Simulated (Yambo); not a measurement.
Yambo run on NaAlS2O8 (space group C2/m, No. 12). The wavefunctions are LDA (pw.x of Quantum ESPRESSO, ONCV potentials, scalar-relativistic) ones on a 2×2×2 mesh (36 occupied bands); a = 4.711 Å, b = 4.711 Å, c = 7.309 Å, α = 92.54°, β = 92.54°, γ = 65.06°.

Yambo input:

```
rim_cut
HF_and_locXC
RandQpts= 1000000
RandGvec= 1 Ry
EXXRLvcs= 88 Ry
VXCRLvcs= 352 Ry
% QPkrange
 1 | 1 | 36 | 37 |
 5 | 5 | 36 | 37 |
%
```

k points by index: 1 = Γ, 5 = (-0.5, -0.5, 0).

Resulting energies as the program prints them:

```
#    K-point    Band    Eo [eV]    Ehf [eV]    Vxc [eV]    Vnlxc [eV]
#
    1    36    -0.151123    -6.054719    -20.25428    -26.15787
    1    37    5.397579    10.56916    -12.88323    -7.711650
    5    36    0.000000    -5.811698    -20.35138    -26.16308
    5    37    6.620321    12.38075    -12.96073    -7.200306
```
Exchange alone, without screening.

Geometry of the Materials Project entry, not relaxed at this level.

The structure is a Materials Project entry; no match was found in the copy of COD used, and its stability was not checked.
